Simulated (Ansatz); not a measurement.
Space group P6_3/mmc (No. 194). a = 3.671 Å, b = 3.671 Å, c = 6.040 Å, α = 90.00°, β = 90.00°, γ = 120.00°
```tsv
atom	site	symmetry	x	y	z
Ti	2a	-3m.	0.0000	0.0000	0.5000
As	2c	-6m2	0.6667	0.3333	0.7500
```

Equation of state of this TiAs structure (not necessarily the ground state), with shape and atoms relaxed at each volume where symmetry leaves them free. It has no gap at any of these volumes. All numbers below come from DFT r2SCAN, scalar-relativistic, plane waves, PAW (Ansatz 0.2.0).

Settings: cutoff 500 eV, Γ-centred mesh 12×12×8 on the computed 4-atom cell, Gaussian smearing of 0.10 eV; no spin polarisation.

```tsv
V (Å³/atom)	E − E(largest V) (meV/atom)	P (GPa)
16.562	5.17	8.58
17.091	-15.28	3.96
17.620	-21.62	0.03
18.148	-15.98	-3.34
18.677	0.00	-6.26
```

Question: Fit a third-order Birch–Murnaghan equation to E(V).

Answer: V0 = 17.62 Å³/atom, B0 = 121 GPa, B0' = 4.2.